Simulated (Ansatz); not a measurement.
A geometry of Ni away from equilibrium: step 2 of the relaxation of a relaxed Ni cell, doubled along one cell vector, shaken by Gaussian noise of σ = 0.08 Å a coordinate. Computed with PBE (plane waves to 420 eV, PAW, scalar-relativistic; Ansatz, an electronic-structure program). Γ-centred k-mesh 16×8×16 on the run's cell (coarser than for final values), Fermi–Dirac smearing 0.05 eV.

```xyz
2
Lattice="0.0002 1.7579 1.7583 3.5238 -0.0015 3.5185 1.7607 1.7577 0.0004" Properties=species:S:1:pos:R:3:forces:R:3 pbc="T T T" free_energy=-11679.438 pressure_GPa=0.3
Ni    -0.0496    -0.1821    -0.0157   -0.0222    0.2512    0.2146
Ni     1.7096    -0.0789     1.8443    0.0222   -0.2512   -0.2146
```

Positions in Å, forces in eV/Å, free energy of the cell in eV (comparable only within this code, potentials and settings). Largest force: 0.33 eV/Å, on Ni1, Ni2 (atoms numbered as listed); the geometry lies 0.01 eV/atom above the end of its relaxation.

Spin-polarised start, with parallel moments on Ni.

Spin state reached: ferromagnetic (net 0.63 μB/atom), from parallel starting moments; other spin orders were not run from this start.

The run could not lose the symmetry of its start.
